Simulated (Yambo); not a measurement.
Yambo run on Y₂CI₂ (space group P-3m1, No. 164). The wavefunctions are PBEsol (Quantum ESPRESSO, PseudoDojo norm-conserving, 82 Ry, no spin-orbit coupling) ones on a 3×3×1 mesh (20 occupied bands); a = b = 3.8297 Å, c = 10.3698 Å, α = β = 90.00°, γ = 120.00°.

Yambo input:

```
rim_cut
HF_and_locXC
RandQpts= 1000000
RandGvec= 1 Ry
EXXRLvcs= 82 Ry
VXCRLvcs= 328 Ry
% QPkrange
 1 | 1 | 20 | 21 |
 2 | 2 | 20 | 21 |
 3 | 3 | 20 | 21 |
%
```

k points by index: 1 = Γ, 2 = (0, 0.333, 0), 3 = K.

The o-*.hf file then holds:

```
#    K-point    Band    Eo [eV]    Ehf [eV]    Vxc [eV]    Vnlxc [eV]
#
    1    20    0.000000    -2.200696    -12.57080    -14.77150
    1    21    2.287296    7.782719    -12.03465    -6.539227
    2    20    -0.486513    -2.596194    -12.99645    -15.10613
    2    21    0.729282    5.317319    -11.01184    -6.423808
    3    20    -0.521195    -2.463576    -12.71326    -14.65564
    3    21    2.219203    7.115931    -10.74959    -5.852866
```
Exchange alone, without screening.

Geometry relaxed with PBE+D3(BJ).

The structure is a Materials Project entry; no match was found in the copy of COD used, and its stability was not checked.
